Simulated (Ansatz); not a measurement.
Starting cell, Mo3Os (A15, Cr3Si type):

```
CELL_PARAMETERS angstrom
      9.83177     0.00000     0.00000
      4.91589     4.91589     0.00000
      0.00000     0.00000     4.91589
ATOMIC_POSITIONS crystal
  Mo 0.12500 0.00000 0.50000
  Mo 0.62500 0.00000 0.50000
  Mo 0.37500 0.00000 0.50000
  Mo 0.87500 0.00000 0.50000
  Mo 0.87500 0.75000 0.00000
  Mo 0.37500 0.75000 0.00000
  Mo 0.12500 0.25000 0.00000
  Mo 0.62500 0.25000 0.00000
  Mo 0.75000 0.50000 0.75000
  Mo 0.25000 0.50000 0.75000
  Mo 0.75000 0.50000 0.25000
  Mo 0.25000 0.50000 0.25000
  Os 0.00000 0.00000 0.00000
  Os 0.50000 0.00000 0.00000
  Os 0.00000 0.50000 0.50000
  Os 0.50000 0.50000 0.50000
```

The atoms are displaced by Q × the pattern below (from a DFPT mode at M = (0.5, 0.5, 0.0), largest move 1; Q in Å), at fixed cell. (q is in reciprocal vectors of the primitive cell; the cell shown is doubled to hold the pattern.)

| atom | x | y | z |
|---|---|---|---|
| Mo1 | 0.000 | 0.920 | 0.000 |
| Mo2 | 0.000 | -0.920 | 0.000 |
| Mo3 | 0.000 | -0.920 | 0.000 |
| Mo4 | 0.000 | 0.920 | 0.000 |
| Mo5 | 0.920 | 0.000 | 0.000 |
| Mo6 | -0.920 | 0.000 | 0.000 |
| Mo7 | 0.920 | 0.000 | 0.000 |
| Mo8 | -0.920 | 0.000 | 0.000 |
| Mo9 | 0.000 | 0.000 | 0.086 |
| Mo10 | 0.000 | 0.000 | -0.086 |
| Mo11 | 0.000 | 0.000 | -0.086 |
| Mo12 | 0.000 | 0.000 | 0.086 |
| Os13 | 0.000 | 1.000 | 0.000 |
| Os14 | 0.000 | -1.000 | 0.000 |
| Os15 | 1.000 | 0.000 | 0.000 |
| Os16 | -1.000 | 0.000 | 0.000 |

Calculation: LDA (plane waves to 420 eV, PAW, scalar-relativistic; Ansatz, a first-principles code). k mesh 10×10×10 (Γ-centred), Fermi-Dirac smearing 0.05 eV. The energy includes the smearing's −TS. With partly filled bands, energies and forces of such displacements shift with the k mesh and the smearing. Mo3Os is run without spin polarisation. Mo3Os was relaxed with its symmetry unable to fall. Spin-orbit coupling is left out, though Os is heavy. ΔE is measured from the undisplaced structure. The last digit holds for this mesh only.

| Q (Å) | ΔE (meV/cell) |
|---|---|
| -0.2800 | 2953.3 |
| -0.2333 | withheld |
| -0.1867 | 1183.4 |
| -0.1400 | 636.5 |
| -0.0933 | 273.3 |
| -0.0467 | 67.0 |
| 0.0000 | 0.0 |
| 0.0467 | 67.0 |
| 0.0933 | 273.3 |
| 0.1400 | 636.5 |
| 0.1867 | 1183.4 |
| 0.2333 | withheld |
| 0.2800 | 2953.3 |

Question: Fit an even polynomial form (powers 2, 4, 6) to the given rows and predict ΔE at Q = 0.2333.

Answer: Least squares on the 11 given rows: ΔE = (30470)·Q² + (106200)·Q⁴ + (-182900)·Q⁶, in meV/cell with Q in Å; root-mean-square residual 0.11 meV/cell. At 0.2333 the fit gives 1943.6 meV/cell; the calculation gives 1945.0 meV/cell, so the interpolation is off by -1.4 (-0.1 %). The quadratic term alone would give 1658.4 meV/cell.

(A displaced cell: forces are minus the slopes of the energy, force constants its curvatures, and phonons follow from these.)
